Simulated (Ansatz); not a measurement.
MgO (rock salt, space group No. 225), LDA (plane waves, PAW; program Ansatz). The conduction-band minimum lies at Γ, with 1 equivalent valley. Second derivatives d²E/dk² of the lowest band at one valley (eV·Å²), along Cartesian directions:

| direction | d²E/dk² |
|---|---|
| [100] | 21.07 |
| [010] | 21.07 |
| [001] | 21.07 |
| [110] | 21.07 |
| [101] | 21.07 |
| [011] | 21.07 |

**Question.** Find the principal effective masses, the density-of-states mass and the conductivity mass.

**Answer.** Off-diagonal terms follow from H_xy = H[110] − (H_xx + H_yy)/2, and m*/mₑ = 7.620 eV·Å² over each eigenvalue: 0.36, 0.36, 0.36. One valley's DOS mass (m₁m₂m₃)^(1/3) = 0.36, conductivity mass 3/(Σ 1/mᵢ) = 0.36 mₑ.

**Question.** What effective density of states Nc follows at 300 K for parabolic valleys?

**Answer.** Nc = 2.509e19 × 1 × (0.36)^(3/2) ≈ 5.4e18 cm⁻³.

**Question.** With the computed static dielectric constant 9.76 (mean of the diagonal), estimate a hydrogenic donor's binding energy and radius.

**Answer.** E = 13.606 eV × 0.36/9.76² ≈ 51 meV; a = 0.529 Å × ε/m* ≈ 14 Å. Semilocal masses tend to be too small where the gap is.

**Question.** With ε∞ = 3.18 and ω_LO = 715 cm⁻¹, what Fröhlich coupling constant follows?

**Answer.** α = (1/ε∞ − 1/ε0) √(m* × 13.606 eV/ħω_LO) = 1.6.

Space group Fm-3m (rock salt). The LDA relaxation kept the symmetry of its start; phonons on a q-mesh show no instability. The volume moved by -42 % from the start of the relaxation.

Potentials: the later of the program's two PAW sets.
